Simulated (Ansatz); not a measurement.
Si:
```cif
data_Si42
_chemical_formula_sum 'Si42'
_space_group_name_H-M_alt 'R-3m :H'
_space_group_IT_number 166
_space_group_name_Hall '-R 3 2"'
_cell_length_a 3.84460
_cell_length_b 3.84460
_cell_length_c 66.14264
_cell_angle_alpha 90.000
_cell_angle_beta 90.000
_cell_angle_gamma 120.000
loop_
_atom_site_label
_atom_site_type_symbol
_atom_site_symmetry_multiplicity
_atom_site_Wyckoff_symbol
_atom_site_fract_x
_atom_site_fract_y
_atom_site_fract_z
_atom_site_occupancy
Si1 Si 6 c 0.00000 0.00000 0.08941 1
Si2 Si 6 c 0.00000 0.00000 0.05349 1
Si3 Si 6 c 0.00000 0.00000 0.29179 1
Si4 Si 6 c 0.00000 0.00000 0.32739 1
Si5 Si 6 c 0.00000 0.00000 0.23198 1
Si6 Si 6 c 0.00000 0.00000 0.19637 1
Si7 Si 6 c 0.00000 0.00000 0.48218 1
```
(The calculation used a cell of 14 atoms; values per cell refer to that cell.)

Relaxed with r²SCAN.

Q: Which orbitals make up the states near the band edges in r²SCAN (plane waves, PAW; program Ansatz)?

A: Top 1 eV of the valence band: Si 3p 96 %. Bottom 1 eV of the conduction band: Si 3p 56 %, Si 3s 28 %, outside the projected shells 16 %. Projections are on Löwdin-orthogonalised atomic valence shells; empty p or d shells of many metals are not among them.

Q: Tabulate the density of states.

A: States/eV per cell of 14 atoms, in 0.25 eV bins, energy from the valence-band maximum.

```
E (eV)  total  Si 3p  Si 3s
------  -----  -----  -----
-7.85    1.87   0.82   1.04
-7.60    3.84   1.83   1.98
-7.35    3.87   1.95   1.89
-7.10    7.46   4.24   3.15
-6.85    5.25   3.01   2.18
-6.60    4.83   2.77   2.01
-6.35    4.27   2.45   1.78
-6.10    3.32   1.93   1.36
-5.85    2.78   1.63   1.12
-5.60    2.44   1.45   0.97
-5.35    2.13   1.29   0.82
-5.10    1.92   1.19   0.71
-4.85    2.07   1.44   0.61
-4.60    3.94   3.31   0.59
-4.35    6.99   6.27   0.66
-4.10    6.72   6.01   0.65
-3.85    7.01   6.28   0.66
-3.60    7.28   6.57   0.64
-3.35    8.15   7.46   0.60
-3.10    9.15   8.49   0.57
-2.85    9.24   8.64   0.51
-2.60    8.86   8.33   0.43
-2.35    9.66   9.18   0.36
-2.10    9.47   9.04   0.31
-1.85    9.27   8.87   0.27
-1.60    8.72   8.36   0.22
-1.35    6.25   6.01   0.14
-1.10    4.12   3.96   0.08
-0.85    3.05   2.92   0.06
-0.60    2.11   2.02   0.03
-0.35    1.23   1.18   0.01
-0.10    0.38   0.37   0.00
0.15     0.00   0.00   0.00
0.40     0.00   0.00   0.00
0.65     0.00   0.00   0.00
0.90     0.68   0.35   0.23
1.15     1.93   1.04   0.61
1.40     3.83   2.11   1.11
1.65     5.98   3.40   1.58
1.90     6.86   3.99   1.76
2.15     7.64   4.44   1.99
2.40     9.24   5.33   2.34
2.65     9.30   5.44   2.18
2.90     9.70   5.92   1.98
3.15     8.86   5.56   1.48
3.40    10.15   6.76   1.27
3.65    11.51   7.68   1.30
3.90    10.60   6.78   1.23
4.15     9.94   6.06   1.16
4.40     8.81   5.36   1.03
4.65     8.56   5.05   1.03
4.90     8.52   4.74   1.07
5.15     7.54   3.97   1.00
5.40     7.31   3.77   0.90
5.65     7.75   3.94   1.02
```

The start of the workflow was typed in or built on a structure type; neither database checked (COD, Materials Project) lists it. It is not the phase usual at ambient conditions (space group No. 227). The r²SCAN relaxation kept the symmetry of its start; its stability against distortions is not shown here.

Potentials: the later of the program's two PAW sets.
